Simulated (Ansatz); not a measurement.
SnS₂ (CdI2 type)

```
CELL_PARAMETERS angstrom
      3.62596     0.00000     0.00000
     -1.81298     3.14018     0.00000
      0.00000     0.00000     5.57353
ATOMIC_POSITIONS crystal
  Sn 0.00000 0.00000 0.00000
  S  0.33333 0.66667 0.26441
  S  0.66667 0.33333 0.73559
```

Grid over V/V₀ and (c/a)/(c/a)₀, subscript 0 meaning the relaxed cell; the conventional c axis lies along z; no internal relaxation.

Computed with PBEsol-D3(BJ) (plane waves to 420 eV, PAW, scalar-relativistic; Ansatz, a program for electronic structure). k mesh 11×11×6 (Γ-centred), Fermi-Dirac smearing 0.05 eV. Compression counts positive. As the atoms are clamped, bonds stretch with the cell, which overstates energies and stresses. SnS2 was relaxed with its symmetry unable to fall. The PAW data are Ansatz's earlier set.

At one point of the scan the stress tensor (GPa) is:

```
    5.7      0.0      0.0
    0.0      5.7      0.0
    0.0      0.0      5.5
```

### Question
Which point is it?
A. V/V₀ = 0.920, (c/a)/(c/a)₀ = 0.920
B. V/V₀ = 0.973, (c/a)/(c/a)₀ = 1.120
C. V/V₀ = 0.947, (c/a)/(c/a)₀ = 1.000
D. V/V₀ = 0.973, (c/a)/(c/a)₀ = 1.000

### Answer
C, V/V₀ = 0.947, (c/a)/(c/a)₀ = 1.000

(Under strain, the slope of the energy per volume gives the stress and its curvature an elastic modulus.)
